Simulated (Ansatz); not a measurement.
GdN:
```
GdN
1.0
    0.00000     2.48692     2.48692
    2.48692     0.00000     2.48692
    2.48692     2.48692     0.00000
Gd N
1 1
Direct
  0.00000   0.00000   0.00000
  0.50000   0.50000   0.50000
```
The run is spin-polarised; directions of the spins, atom by atom: ↑ 0.

Relaxed with r²SCAN.

### Question
Give the Bader charges and basin volumes of the independent atoms, r²SCAN in the plane-wave PAW code Ansatz.

### Answer


| atom | Bader charge (e) | Bader volume (Å³) |
|---|---|---|
| Gd1 | +1.84 | 15.2 |
| N2 | -1.84 | 15.6 |

Space group Fm-3m (rock salt). The cell was relaxed with r²SCAN under the symmetry of its start. Magnetic state: ferromagnetic, chosen from 3 collinear starts compared on coarse meshes (ties went to the first, and starts can fall back to one state), not a proven ground state. Caveat: open 4f shells can settle in a state that is not the lowest. Other orbital occupations within this spin state were not tried. No Hubbard U is applied. Spin–orbit coupling is left out wherever it is not named.

Potentials: the later of the program's two PAW sets.
